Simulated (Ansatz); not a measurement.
LaCu2Ge2:
```cif
data_Cu4Ge4La2
_chemical_formula_sum 'La2 Cu4 Ge4'
_space_group_name_H-M_alt 'I4/mmm'
_space_group_IT_number 139
_space_group_name_Hall '-I 4 2'
_cell_length_a 4.22019
_cell_length_b 4.22019
_cell_length_c 10.15470
_cell_angle_alpha 90.000
_cell_angle_beta 90.000
_cell_angle_gamma 90.000
loop_
_atom_site_label
_atom_site_type_symbol
_atom_site_symmetry_multiplicity
_atom_site_Wyckoff_symbol
_atom_site_fract_x
_atom_site_fract_y
_atom_site_fract_z
_atom_site_occupancy
La1 La 2 a 0.00000 0.00000 0.00000 1
Cu1 Cu 4 d 0.00000 0.50000 0.25000 1
Ge1 Ge 4 e 0.00000 0.00000 0.37458 1
```
(The calculation used a cell of 5 atoms; values per cell refer to that cell.)

Relaxed with r²SCAN.

**Question.** Which orbitals make up the states near the Fermi level in plane-wave PAW r²SCAN (Ansatz code)?

**Answer.** Within 0.5 eV of the Fermi level: Ge 4p 40 %, La 5d 29 %, Cu 3d 14 %, La 4f 6 %. Projections are on Löwdin-orthogonalised atomic valence shells; empty p or d shells of many metals are not among them.

**Question.** Tabulate the density of states.

**Answer.** States/eV per cell of 5 atoms, in 0.25 eV bins, energy from the Fermi level.

```tsv
E (eV)	total	Cu 3d	La 4f	Ge 4p
-7.85	0.22	0.04	0.00	0.01
-7.60	0.00	0.00	0.00	0.00
-7.35	0.00	0.00	0.00	0.00
-7.10	0.00	0.00	0.00	0.00
-6.85	0.00	0.00	0.00	0.00
-6.60	0.00	0.00	0.00	0.00
-6.35	0.00	0.00	0.00	0.00
-6.10	0.00	0.00	0.00	0.00
-5.85	0.03	0.01	0.00	0.02
-5.60	0.97	0.21	0.00	0.43
-5.35	3.10	0.70	0.02	1.36
-5.10	2.65	0.72	0.01	1.11
-4.85	2.70	0.95	0.01	1.06
-4.60	2.51	1.11	0.01	0.88
-4.35	3.02	1.84	0.01	0.78
-4.10	7.55	5.45	0.02	1.51
-3.85	10.19	7.80	0.03	1.69
-3.60	16.06	13.84	0.04	1.43
-3.35	15.39	14.11	0.03	0.68
-3.10	18.17	16.94	0.04	0.67
-2.85	3.91	3.18	0.01	0.42
-2.60	1.30	0.86	0.01	0.24
-2.35	2.75	1.35	0.02	0.70
-2.10	4.52	2.44	0.03	1.10
-1.85	3.23	1.12	0.03	1.26
-1.60	3.90	1.12	0.04	1.76
-1.35	3.96	1.08	0.05	1.72
-1.10	3.09	0.72	0.05	1.29
-0.85	2.07	0.41	0.06	0.81
-0.60	1.85	0.31	0.07	0.70
-0.35	1.73	0.27	0.08	0.66
-0.10	1.53	0.22	0.09	0.61
0.15	1.22	0.16	0.09	0.49
0.40	0.83	0.10	0.08	0.34
0.65	0.79	0.09	0.09	0.31
0.90	1.56	0.14	0.22	0.46
1.15	2.57	0.19	0.37	0.62
1.40	1.96	0.12	0.40	0.46
1.65	2.38	0.11	0.75	0.48
1.90	2.73	0.10	1.26	0.38
2.15	5.85	0.10	3.91	0.34
2.40	12.55	0.11	10.23	0.26
2.65	29.28	0.18	26.40	0.32
2.90	6.84	0.10	4.57	0.32
```

The first step of the workflow began from a Materials Project structure, measured or hypothetical; the Crystallography Open Database copy checked does not list it. Whether it is the stable phase at ambient conditions was not checked. The r²SCAN relaxation kept the symmetry of its start; whether a distortion lowers the energy is not shown. The run is not spin-polarised. Spin–orbit coupling is left out wherever it is not named.

Potentials: the earlier of the program's two PAW sets.
